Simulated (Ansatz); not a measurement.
**Structure relaxation, SnSe2**

The start is a randomly generated symmetric cell of SnSe2 (space group No. 145). The structure is fully relaxed (lattice and positions, P = 0) with r2SCAN (plane waves to 500 eV, PAW, scalar-relativistic; Ansatz, a quantum-chemistry and plane-wave program). First-step values are on the input's coarse k-mesh.

Ansatz input (later rounds restart from its end on a renewed k-mesh):
Ansatz 0.2 input:
```yaml
crystal:
  lattice:
    - [5.8150096, 0, 0]
    - [-2.9075048, 5.035946, 0]
    - [0, 0, 7.6164801]
  atoms:
    - { symbol: Se, position: [0.22167246, 0.39197193, 0.93814474] }
    - { symbol: Se, position: [0.60802807, 0.82970053, 0.6048114] }
    - { symbol: Se, position: [0.17029947, 0.77832754, 0.27147807] }
    - { symbol: Se, position: [0.82644228, 0.93761214, 0.29273129] }
    - { symbol: Se, position: [0.06238786, 0.88883013, 0.95939795] }
    - { symbol: Se, position: [0.11116987, 0.17355772, 0.62606462] }
    - { symbol: Sn, position: [0.7307123, 0.2349714, 0.8782654] }
    - { symbol: Sn, position: [0.7650286, 0.49574091, 0.54493207] }
    - { symbol: Sn, position: [0.50425909, 0.2692877, 0.21159873] }
basis: { ecutwfc: 500, ecutrho_ratio: 4, xc_grid: 4, fft_grid_basis: typed }
kpoints: { mp_grid: { grid: [5, 5, 3] } }
hamiltonian:
  xc: r2scan
  dispersion: none
  pseudopotentials: { kind: paw }
scf: { occupations: { method: fermi_dirac, width: 0.05 } }
relax: { f_tol: 0.01, max_steps: 100, cell: { stress_tol: 0.02 } }
output: { forces: true, stress: true }
```

**Question.** How large is the pressure on the unrelaxed cell, and of which sign?

**Answer.** +7.0 GPa (positive: the cell is compressed).

**Question.** What is the largest force in the starting geometry, and on which atom (counted from 1)?

**Answer.** 1.47 eV/Å, on Se1, Se2, Se3 (atoms numbered as listed).

**Question.** By how much does the energy per atom fall from start to end?

**Answer.** 0.49 eV/atom.

**Question.** How do the shortest distances between atoms change?

**Answer.** The closest pairs of elements (up to four, under 3.6 Å), start → end: Se–Se 2.60 → 2.37 Å; Se–Sn 2.57 → 2.69 Å; Sn–Sn 2.91 → 3.02 Å.

**Question.** What band gap does the relaxed structure have at this level?

**Answer.** 0.28 eV, indirect (valence top at A, conduction bottom at k = (0, 0, 0.1667)) (no spin-orbit coupling).

**Question.** What does it relax into? Give the structure.

**Answer.** 
Space group P3₂ (No. 145); a = b = 7.2649 Å, c = 5.6150 Å, α = β = 90.00°, γ = 120.00°

```
atom  site  symmetry       x       y       z
----  ----  --------  ------  ------  ------
Se      3a         1  0.4279  0.2196  0.3687
Se      3a         1  0.1846  0.2580  0.6162
Sn      3a         1  0.1160  0.5428  0.2393
```

The space group stays P3₂ (No. 145) (the run could not lower it), with 9 atoms in the primitive cell. Final values are on a 5×5×6 k-mesh of the relaxed cell. The relaxed cell holds bonded Se–Se pairs (2.37 Å). No spin polarisation in the result.

The run could not lose the symmetry of its start: the end is stationary, and may be a saddle point rather than a minimum.

The relaxed structure here is a generated cell of SnSe2: the first start was made by a random draw of sites in a space group, and the end was not matched to a known phase here, so it may be hypothetical. Known forms of SnSe2 include space group No. 164.
